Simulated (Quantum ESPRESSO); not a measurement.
# Mg2GaFO3: a curve over strain

Simulated, not a measurement. The program is pw.x of Quantum ESPRESSO 7.5 (plane-wave density functional theory). The cell is made up: 7 atoms on a wurtzite lattice with one site empty, with randomly drawn elements, strain and displacements, not relaxed. PseudoDojo standard norm-conserving files (v0.5 for PBE, v0.4.1 for LDA and PBEsol) set the functional; there is no spin polarisation, spin-orbit coupling or dispersion term, and the masses in the input are unused placeholders.

Seven runs add a strain to one cell (the same linear strain along x, y and z); the atoms follow the cell and are not relaxed. Stress in the table is positive in tension.

Input of the run at -0.0036:

```
&control calculation='scf', pseudo_dir='./dojo.nc.sr.pbe.v0_5.standard.upf', outdir='./o', disk_io='low', tprnfor=.true., tstress=.true. /
&system ibrav=0, nat=7, ntyp=4, nbnd=35, ecutwfc=84.00895049, nosym=.true., tot_charge=0,
 occupations='smearing', smearing='fd', degauss=0.0018374661
/
&electrons conv_thr=7.350e-09, electron_maxstep=60, /
ATOMIC_SPECIES
F 1.0 F.upf
Ga 1.0 Ga.upf
Mg 1.0 Mg.upf
O 1.0 O.upf
CELL_PARAMETERS angstrom
3.1693 -0.0126 -0.0123
-0.0217 5.4247 -0.0166
-0.02 -0.0157 5.1955
ATOMIC_POSITIONS angstrom
Mg 0.029 0.0751 0.1145
Ga 1.5983 2.663 0.0643
Mg -0.0823 3.5978 2.6393
F 0.0111 -0.0321 1.9257
O 1.5663 2.7517 1.8942
O 1.6079 0.8935 4.4607
O 0.071 3.5778 4.523
K_POINTS automatic
6 4 4 1 1 1
```

| added strain | free energy less that of the input shown (eV) | stress xx (GPa) | stress yy (GPa) | stress zz (GPa) | stress xy (GPa) | pressure (GPa) | next band up at Gamma (eV) | iterations |
| --- | --- | --- | --- | --- | --- | --- | --- | --- |
| -0.0226 | 0.1980 | -12.27 | -4.62 | -14.17 | -0.50 | 10.35 | 2.786 | 11 |
| -0.0197 | 0.1522 | -11.01 | -3.54 | -12.56 | -0.51 | 9.04 | 2.740 | 11 |
| -0.0157 | 0.0985 | -9.34 | -2.11 | -10.45 | -0.52 | 7.30 | 2.676 | 11 |
| -0.0036 | 0.0000 | -4.82 | 1.76 | -4.70 | -0.57 | 2.59 | 2.492 | 11 |
| +0.0038 | -0.0166 | -2.38 | 3.82 | -1.60 | -0.59 | 0.05 | 2.384 | 11 |
| +0.0149 | 0.0144 | 0.84 | 6.52 | 2.49 | -0.61 | -3.28 | 2.230 | 11 |
| +0.0229 | 0.0751 | 2.87 | 8.22 | 5.07 | -0.62 | -5.39 | 2.124 | 11 |

A cubic fit gives a slope of stress xx against the added strain of 329 GPa at zero added strain, with the atoms clamped. Across the table the free energy follows the integral of the stress to within 3.2 meV. A rerun of one of the cells at 1437 eV and a 8 x 6 x 6 mesh moved values by no more than 0.003 eV in energy, 0.04 GPa in stress and 0.007 eV/Å in force. The band column is the level of band 30 at Gamma less that of band 29, whose number is half the electron count, rounded up; it comes from a band step after each run.